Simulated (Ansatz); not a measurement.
A (001) slab of Cu (P6_3/mmc (No. 194)), 5 planes, outer planes Cu (top) and Cu (bottom), with 5 atoms (Cu5) in a surface cell of A = 5.502 Å², as cut from the bulk:

```
Cu
1.0
     2.52059    0.00000    0.00000
    -1.26030    2.18290    0.00000
     0.00000    0.00000   23.23305
Cu
5
Direct
  0.33333 0.66667 0.32282
  0.66667 0.33333 0.41141
  0.33333 0.66667 0.50000
  0.66667 0.33333 0.58859
  0.33333 0.66667 0.67718
```

Theory: DFT PBEsol, scalar-relativistic, plane waves, PAW in Ansatz. Settings: cutoff 420 eV, Γ-centred mesh 15×15×1 on the computed 5-atom cell, Gaussian smearing of 0.10 eV; no spin polarisation.

Against the same 5 atoms in the bulk, the slab as cut lies 1.111 eV higher and the relaxed slab 1.110 eV higher.

**Question.** Work out the surface energy before and after relaxation.

**Answer.** The slab has two faces, so γ = (E_slab − N·E_bulk)/(2A), the mean of both. As cut: 1.111/(2 × 5.502) = 0.1010 eV/Å², and 1 eV/Å² = 16.02 J/m², so γ = 1.62 J/m². Relaxed: 1.110/(2 × 5.502) = 0.1009 eV/Å² = 1.62 J/m². Relaxation recovers 0.1 % of the cost of cutting.

**Question.** What is the ideal work of this cut, per area?

**Answer.** Griffith's ideal work is 2γ: 3.23 J/m², whether the new faces relax or not. One thickness was run, 5 planes, so γ can still shift with it.

The reference crystal is a form of Cu, which isn't its usual structure.